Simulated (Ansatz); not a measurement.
All numbers below come from DFT PBE, scalar-relativistic, plane waves, PAW (Ansatz 0.2.0). Settings: cutoff 420 eV, Γ-centred meshes spaced at most about 0.3 Å⁻¹, and about 0.25 Å⁻¹ or finer for metals (2π included), Gaussian smearing. Collinear spin in cells that started with moments and kept them past the coarse steps, no spin elsewhere.

Temperature and zero-point effects are left out. All come from trial cells, and lower structures may exist.

**Question.** These unrelaxed guesses for LuPd2O2 are each relaxed within their symmetry. Order them by the energy at which they end, lowest first.
A.

```
Lu Pd O
1.0
     3.28192    0.00000    0.00000
     0.00000    3.28192    0.00000
     0.00000    0.00000    7.90836
Lu Pd O
1 2 2
Direct
  0.00000 0.00000 0.50000
  0.50000 0.50000 0.18666
  0.50000 0.50000 0.81334
  0.50000 0.50000 0.00000
  0.50000 0.50000 0.50000
```

B.

```
Lu Pd O
1.0
    -2.23903    2.23903    4.09124
     2.23903   -2.23903    4.09124
     2.23903    2.23903   -4.09124
Lu Pd O
1 2 2
Direct
  0.50000 0.50000 0.00000
  0.83989 0.83989 0.00000
  0.16011 0.16011 0.00000
  0.50000 0.00000 0.50000
  0.00000 0.50000 0.50000
```

C.

```
Lu Pd O
1.0
    -1.94193    2.46613    3.77897
     1.94193   -2.46613    3.77897
     1.94193    2.46613   -3.77897
Lu Pd O
1 2 2
Direct
  0.00000 0.00000 0.00000
  0.73281 0.50000 0.23281
  0.26719 0.50000 0.76719
  0.29815 0.79815 0.50000
  0.70185 0.20185 0.50000
```

D.

```
Lu Pd O
1.0
     3.80040    0.00000    0.00000
    -1.90020    3.29125    0.00000
     0.00000    0.00000    6.07857
Lu Pd O
1 2 2
Cartesian
  0.0000 0.0000 0.0000
  1.9002 1.0971 4.6735
  0.0000 2.1942 1.4051
  1.9002 1.0971 2.3009
  0.0000 2.1942 3.7777
```

**Answer.** D (ends in P-3m1, 0 meV/atom), A (ends in P4/mmm, 0.39 eV/atom), B (ends in I4/mmm, 0.41 eV/atom), C (ends in Immm, 0.48 eV/atom).

In I4/mmm an odd number of electrons in the primitive cell allows no gap without spin; a larger cell or a magnetic state could open one. Another magnetic order may lie lower. Cells relaxed within their symmetry can be saddle points. Some candidate types were left out of the draw beforehand, so a known form may be missing.
